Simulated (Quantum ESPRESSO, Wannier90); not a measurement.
Tight-binding from DFT: MgTe (zinc blende)

```xyz
2
Lattice="0.0000 3.2320 3.2320 3.2320 0.0000 3.2320 3.2320 3.2320 0.0000" Properties=species:S:1:pos:R:3 pbc="T T T"
Mg     0.0000     0.0000     0.0000
Te     1.6160     1.6160     1.6160
```

Structure: Materials Project mp-13033, symmetrised, not relaxed again. Not found in the COD (Crystallography Open Database) copy used, which has the formula in other groups; not checked further. Level: PBEsol, no spin polarisation, no spin-orbit coupling; pw.x of Quantum ESPRESSO at 68 Ry with PseudoDojo potentials, 8×8×8 k-points, Wannier90. Density: 8×8×8 mesh, cold smearing 0.01 Ry. Spin-orbit coupling is left out although heavy elements are present.

Base run: 8 functions from bands 10-24 of the 24 computed, start hydrogen-like Mg: s;p; Te: s;p, centres 0.05 Å off the atoms, frozen window up to 3.78 eV relative to the valence-band maximum, outer window open. One thing is changed at a time; window edges are relative to the valence-band maximum. The misfit compares interpolated bands with pw.x on a high-symmetry path, for states up to 3.3 eV relative to the valence-band maximum. Converged means that the tolerances were met: symmetric starts can stop on a saddle, which shows as a larger Ω_OD at equal Ω_I and can move the misfit too.

```csv
setting,functions,frozen to (eV),Ω_I (Å²),Ω_D (Å²),Ω_OD (Å²),rms misfit (meV),worst (meV),ended
base,8,3.78,15.94,0.05,1.95,3.7,18,converged
frozen window to 1.78 eV,8,1.78,14.15,0.02,1.75,97,500,converged
frozen window to 7.78 eV,8,7.78,–,–,–,–,–,stops: too many frozen states
frozen window to 7.73 eV,8,7.73,–,–,–,–,–,stops: too many frozen states
no frozen window,8,none,13.33,0.00,1.29,288,603,converged
```

Runs of this sweep that didn't settle are not listed.
